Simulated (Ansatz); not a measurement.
# AlGa₅P₆ (P-4m2) at 2 levels of theory

One geometry, relaxed with PBE; plane waves with PAW potentials in Ansatz, scalar-relativistic. No spin polarisation. Gaps are the least over mesh and band path; pressure is positive in compression.

Space group P-4m2 (No. 115). a = 3.895 Å, b = 3.895 Å, c = 16.511 Å, α = 90.00°, β = 90.00°, γ = 90.00°
```
atom  site  symmetry       x       y       z
  Al    1c      -4m2  0.5000  0.5000  0.5000
  Ga    1a      -4m2  0.0000  0.0000  0.0000
  Ga    2f      2mm.  0.5000  0.5000  0.1667
  Ga    2e      2mm.  0.0000  0.0000  0.3333
   P    2g      2mm.  0.5000  0.0000  0.2500
   P    2g      2mm.  0.0000  0.5000  0.4170
   P    2g      2mm.  0.5000  0.0000  0.9167
```

```
level  cutoff (eV)  k mesh  gap (eV)  pressure (GPa)
  PBE          420   8×8×2      1.59             0.0
```

Problem. What comes out on the same cell with r2SCAN?

Solution.
```tsv
level	cutoff (eV)	k mesh	gap (eV)	pressure (GPa)
r2SCAN	500	8×8×2	1.86	-2.3
```

It was reached by relaxing an invented guess, and it needn't be the stable form of this composition.
